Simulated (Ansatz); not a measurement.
Values for one crystal, relaxed and computed with LDA (plane waves, PAW; program Ansatz); other levels are named.

```yaml
volume_per_atom: 23.75 Å³
electronic_character: metallic (no gap)
highest_zone_centre_frequency: 173 cm⁻¹
Pressure derivative B′: 9.6
zone_centre_stability: no imaginary mode at Γ
Density of states at the Fermi level: 0.43 states/eV per atom (mean over ±0.08 eV)
Bulk modulus (Birch–Murnaghan fit): 62.7 GPa
```

Task: Pick the material that matches.
A. PtSe2, R3m (Pt on 3a, Se on 3a, Se on 3a)
B. Te2Pt, P-3m1 (Te on 2d, Pt on 1a)
C. CdTe, rock salt
D. HfTe2, R-3m (Hf on 3a, Te on 6c)

Result: B, Te2Pt, P-3m1 (Te on 2d, Pt on 1a)

The LDA relaxation kept the symmetry of its start. No spin polarisation was allowed. A crystal of weakly bound layers computed without a dispersion correction: the cell and the soft elastic constants depend strongly on that. As this level gives no gap, phonon frequencies hold no LO–TO term and depend on the k-mesh and smearing (Fermi–Dirac, 0.1 eV here). Scalar-relativistic: spin–orbit coupling is off unless named, which matters more the heavier the elements.

Potentials: the earlier of the program's two PAW sets.
